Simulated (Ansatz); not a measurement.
HgSe:
```cif
data_Hg3Se3
_chemical_formula_sum 'Hg3 Se3'
_space_group_name_H-M_alt 'P3221'
_space_group_IT_number 154
_space_group_name_Hall 'P 32 2"'
_cell_length_a 4.17511
_cell_length_b 4.17511
_cell_length_c 9.57830
_cell_angle_alpha 90.000
_cell_angle_beta 90.000
_cell_angle_gamma 120.000
loop_
_atom_site_label
_atom_site_type_symbol
_atom_site_symmetry_multiplicity
_atom_site_Wyckoff_symbol
_atom_site_fract_x
_atom_site_fract_y
_atom_site_fract_z
_atom_site_occupancy
Hg1 Hg 3 a 0.33582 0.33582 0.00000 1
Se1 Se 3 b 0.46239 0.46239 0.50000 1
```

Relaxed with LDA.

Problem. Which orbitals make up the states near the band edges in LDA (plane waves, PAW; program Ansatz)?

Solution. Top 1 eV of the valence band: Se 4p 81 %, Hg 5d 9 %. Bottom 1 eV of the conduction band: Se 4p 49 %, Hg 6s 31 %, outside the projected shells 12 %. Projections are on Löwdin-orthogonalised atomic valence shells; empty p or d shells of many metals are not among them.

Problem. Tabulate the density of states.

Solution. States/eV per cell of 6 atoms, in 0.25 eV bins, energy from the valence-band maximum.

```tsv
E (eV)	total	Hg 5d	Se 4p	Hg 6s
-7.86	0.69	0.46	0.17	0.05
-7.61	6.89	4.99	1.43	0.36
-7.36	4.69	3.52	0.87	0.16
-7.11	13.12	10.63	1.91	0.36
-6.86	22.51	19.93	2.12	0.27
-6.61	22.51	21.29	0.96	0.14
-6.36	33.32	32.60	0.47	0.10
-6.11	14.34	13.72	0.24	0.06
-5.86	1.93	1.67	0.07	0.03
-5.61	0.00	0.00	0.00	0.00
-5.36	0.12	0.05	0.03	0.04
-5.11	3.58	1.08	1.18	1.25
-4.86	7.10	1.83	2.51	2.51
-4.61	2.90	0.64	1.08	1.00
-4.36	4.04	0.72	1.59	1.48
-4.11	4.02	0.50	2.02	1.19
-3.86	1.08	0.11	0.51	0.32
-3.61	1.55	0.13	1.01	0.30
-3.36	2.40	0.19	1.72	0.33
-3.11	2.05	0.15	1.55	0.22
-2.86	2.43	0.17	1.98	0.14
-2.61	2.99	0.19	2.51	0.13
-2.36	3.75	0.25	3.16	0.14
-2.11	4.78	0.32	4.05	0.16
-1.86	4.34	0.31	3.67	0.14
-1.61	4.54	0.33	3.84	0.13
-1.36	4.86	0.36	4.13	0.13
-1.11	3.49	0.29	2.86	0.14
-0.86	3.22	0.29	2.63	0.13
-0.61	5.04	0.46	4.03	0.28
-0.36	2.47	0.24	2.04	0.09
-0.11	1.25	0.13	1.06	0.03
0.14	0.00	0.00	0.00	0.00
0.39	0.00	0.00	0.00	0.00
0.64	0.08	0.01	0.05	0.02
0.89	0.23	0.01	0.12	0.06
1.14	1.30	0.07	0.64	0.38
1.39	2.36	0.10	1.12	0.77
1.64	3.26	0.11	1.45	1.14
1.89	2.87	0.08	1.24	1.00
2.14	2.99	0.08	1.26	1.08
2.39	2.50	0.07	1.09	0.93
2.64	2.30	0.05	0.91	0.82
2.89	5.28	0.11	1.91	1.72
3.14	0.92	0.02	0.30	0.27
3.39	1.20	0.01	0.19	0.16
3.64	2.11	0.01	0.29	0.24
3.89	2.22	0.01	0.20	0.13
4.14	1.66	0.01	0.13	0.06
4.39	1.09	0.00	0.07	0.04
4.64	2.29	0.01	0.11	0.05
4.89	4.41	0.02	0.23	0.13
5.14	2.97	0.01	0.15	0.10
5.39	4.46	0.02	0.21	0.13
```

Space group P3_221. The workflow started from a Materials Project entry (that database holds measured and hypothetical structures alike); the Crystallography Open Database copy checked does not list it. COD files the formula under space group No. 216. Whether it is the stable phase at ambient conditions was not checked. The cell was relaxed with LDA under the symmetry of its start; its stability against distortions is not shown here. A crystal of weakly bound chains computed without a dispersion correction: the cell and the soft elastic constants depend strongly on that. Spin–orbit coupling is left out wherever it is not named.

Potentials: the later of the program's two PAW sets.
